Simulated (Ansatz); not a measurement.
Structure types of F were relaxed at one common pressure (all-electron LAPW in Ansatz 0.2.0 under LDA, scalar-relativistic, no spin polarisation, zero temperature). They take these volumes:

```json
{"type": "fcc", "space group": "Fm-3m", "V (Å³/atom)": "5.84"}
{"type": "bcc", "space group": "Im-3m", "V (Å³/atom)": "5.86"}
{"type": "distorted hcp", "space group": "P6_3/mmc", "V (Å³/atom)": "5.95"}
{"type": "diamond", "space group": "Fd-3m", "V (Å³/atom)": "7.85"}
{"type": "sc", "space group": "Pm-3m", "V (Å³/atom)": "6.34"}
{"type": "beta tin", "space group": "I4_1/amd", "V (Å³/atom)": "6.27"}
```

Q: At about which pressure, and is the densest type also the lowest in enthalpy?

A: 93 GPa. The densest is fcc, and it is 53 meV/atom above distorted hcp: its gain in pV doesn't pay for its higher energy here.
